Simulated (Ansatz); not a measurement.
Crystals of one structure type (CsCl type) and one family of elements, relaxed and computed with PBEsol (plane waves, PAW; program Ansatz).

```tsv
crystal	V (Å³/atom)	B₀ by P(V) fit (GPa)
ScZn	17.99	83.5
LuZn	20.18	74.7
YZn	21.82	66.3
LaZn	25.10	?
LaHg	28.24	57.2
```

Q: Fit a straight line to ln B₀ against ln V and predict the withheld value.

A: Least squares on the 4 shown rows: ln B₀ = -0.83 × ln V + (6.801), with a scatter of 3 %. For LaZn this gives 61.9. The run itself gave 52.8, outside the scatter: the line misses something about this case.

Standing as an ambient phase not checked: ScZn, CsCl type; LuZn, CsCl type; YZn, CsCl type; LaZn, CsCl type; LaHg, CsCl type. All cells were relaxed under the symmetry of their starts (and spin orders); stability against distortions was not tested throughout. Rows with no word on spin ran without spin polarisation. Scalar-relativistic: spin–orbit coupling is off unless named, which matters more the heavier the elements.

Potentials: the later of the program's two PAW sets.
